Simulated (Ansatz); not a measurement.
Computed with Ansatz 0.2.0, DFT PBE, scalar-relativistic, plane waves, PAW. The final run on the 6-atom cell used 420 eV, a Γ-centred 8×8×8 mesh, 0.10 eV smearing and no spin polarisation.

Formation energies are uncorrected and count from the elements' standard states at the same level.

Task: Give a relaxed trial structure of a cubic metal that holds K and 2 more elements, with a formation energy near −0.11 eV/atom and about 25 Å³ per atom, in a cell of 6 atoms.

Result: KSrAg4, space group F-43m (No. 216). Around K lie 12 Ag at 3.49 Å and 4 Sr at 3.65 Å; Sr has 12 Ag at 3.49 Å and 4 K at 3.65 Å; Ag is surrounded by 6 Ag at 2.98 Å, 3 Sr at 3.49 Å and 3 K at 3.49 Å.

Space group F-43m (No. 216). a = 8.428 Å, b = 8.428 Å, c = 8.428 Å, α = 90.00°, β = 90.00°, γ = 90.00°
```csv
atom,site,symmetry,x,y,z
K,4a,-43m,0.0000,0.0000,0.0000
Sr,4c,-43m,0.2500,0.2500,0.2500
Ag,16e,.3m,0.6250,0.1250,0.1250
```

- Volume per atom: 24.94 Å³
- Density: 6.19 g/cm³
- Formation energy: −0.11 eV/atom
- Gap on the 8×8×8 mesh of the 6-atom cell: 0 eV (a metal)

It was reached by relaxing an invented guess, and it needn't be the stable form of this composition. The answer needn't be unique; the calculation gave this one.

Symmetry constrained the relaxation, so the result can be a saddle point.
